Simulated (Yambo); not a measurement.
AgCl (rock salt, space group Fm-3m, No. 225), G0W0@LDA in Yambo; all else as in the reference (4×4×4 Γ-centred k mesh, bands 5 to 100 and a 10 Ry block in the screening, 100 bands in G with the Bruneval-Gonze terminator, plasmon pole fitted at 27.2 eV). One parameter is varied: the k mesh, over 2×2×2, 4×4×4, 6×6×6.

From which value on does the gap L → Γ stay within 0.05 eV of the largest setting?

From 4×4×4 on.
| k mesh | G0W0 gap (eV) | valence shift (eV) | rough Yambo cost |
|---|---|---|---|
| 2×2×2 | 2.40 | -1.00 | about 1/9 |
| 4×4×4 | 2.31 | -1.09 | 1 |
| 6×6×6 | 2.29 | -1.08 | about 4× |
The last step of the sweep still moves the gap by 21 meV; the other settings are held fixed.

Spin-orbit coupling is not included.

Geometry relaxed with LDA; primitive cell a = b = c = 3.7866 Å, α = β = γ = 60.00°.

A shift is the quasiparticle energy of the state minus its LDA energy.
